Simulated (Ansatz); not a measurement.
Cd2TeSe:
```
CELL_PARAMETERS angstrom
      4.45311     0.00000     0.00000
      0.00000     4.45311     0.00000
      0.00000     0.00000     6.26337
ATOMIC_POSITIONS crystal
  Cd 0.50000 0.00000 0.76758
  Cd 0.00000 0.50000 0.23242
  Te 0.00000 0.00000 0.50000
  Se 0.50000 0.50000 0.00000
```

Relaxed with PBEsol. Special points in fractions of this cell's reciprocal vectors: Γ (0.000, 0.000, 0.000); X (0.000, 0.500, 0.000); M (0.500, 0.500, 0.000); Z (0.000, 0.000, 0.500); R (0.000, 0.500, 0.500); A (0.500, 0.500, 0.500).

Question: List the band energies nearest the valence-band maximum at these points for PBEsol with spin–orbit coupling in the plane-wave PAW code Ansatz.

Answer: In eV from the valence-band maximum; about four levels below and three above (degenerate sets whole), none deeper than 8.9 eV; points with the same levels are listed once.

```tsv
k	below	above
Γ	-0.07 -0.07 0.00 0.00	0.18 0.18 2.56 2.56
X	-1.47 -1.47 -0.69 -0.69	2.76 2.76 3.37 3.37
M	-2.06 -2.06 -1.86 -1.86	2.36 2.36 2.53 2.53
Z	-1.21 -1.21 -0.79 -0.79	2.69 2.69 2.83 2.83
R	-0.98 -0.98 -0.54 -0.54	1.32 1.32 2.11 2.11
A	-2.46 -2.46 -2.36 -2.36	4.05 4.05 4.32 4.32
```

Space group P-4m2. The workflow started from a Materials Project entry (that database holds measured and hypothetical structures alike); the Crystallography Open Database copy checked does not list it. Its standing as an ambient phase is unchecked. The PBEsol relaxation kept the symmetry of its start; of distortions, only those at the zone centre were tested.

Potentials: the later of the program's two PAW sets.
